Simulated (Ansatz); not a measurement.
Structure types of MnSe compared at 30 GPa

Structure types of MnSe are relaxed in primitive cells with their symmetry kept at 30 GPa on PAW files, and LAPW takes those cells. The enthalpy is E + pV at zero temperature, without zero-point motion. Only the types listed were tried, and differences under about 5 meV/atom are mesh noise. The real phase may be another.

All numbers are PBEsol results (scalar-relativistic) from Ansatz 0.2.0, with Fermi–Dirac smearing of 0.1 eV, spin-polarised from start moments Mn1 3 μB. Methods: LAPW: all electrons, basis error target 0.5 meV/atom; PAW: frozen-core files, cutoff 420 eV.

k meshes: rocksalt 15×15×15, CsCl 15×15×15, zincblende 13×13×13, anti NiAs 11×11×7.

Antiferromagnetic order, which Cr and Mn prefer near zero pressure, wasn't tried. Other magnetic orders may lie lower. The PAW files were made under PBE.

| start type | ends as | a, b, c (Å) | V (Å³/atom) | H − H(lowest), LAPW (meV/atom) | moment (μB/atom) |
| --- | --- | --- | --- | --- | --- |
| rocksalt | rocksalt, Fm-3m | 4.769, 4.769, 4.769 | 13.56 | ? | 1.57 |
| CsCl | CsCl, Pm-3m | 2.825, 2.825, 2.825 | 11.27 | 0.0 | 0.00 |
| zincblende | zincblende, F-43m | 4.941, 4.941, 4.941 | 15.08 | ? | 0.00 |
| anti NiAs | distorted anti NiAs, P6_3/mmc | 2.781, 2.781, 6.914 | 11.58 | 87.2 | 0.00 |

What belongs in the row "rocksalt", column "H − H(lowest), LAPW (meV/atom)"?

245.2.

Fill in "H − H(lowest), LAPW (meV/atom)" for the row "zincblende".

813.0.

Split the lead of CsCl over distorted anti NiAs into energy and pV.

For distorted anti NiAs less CsCl: ΔE = +30.1 meV/atom, and p·ΔV = 30 GPa × +0.3046 Å³ × 6.242 meV/(GPa·Å³) = +57.0 meV/atom, together 87.1 meV/atom. CsCl wins on both counts.
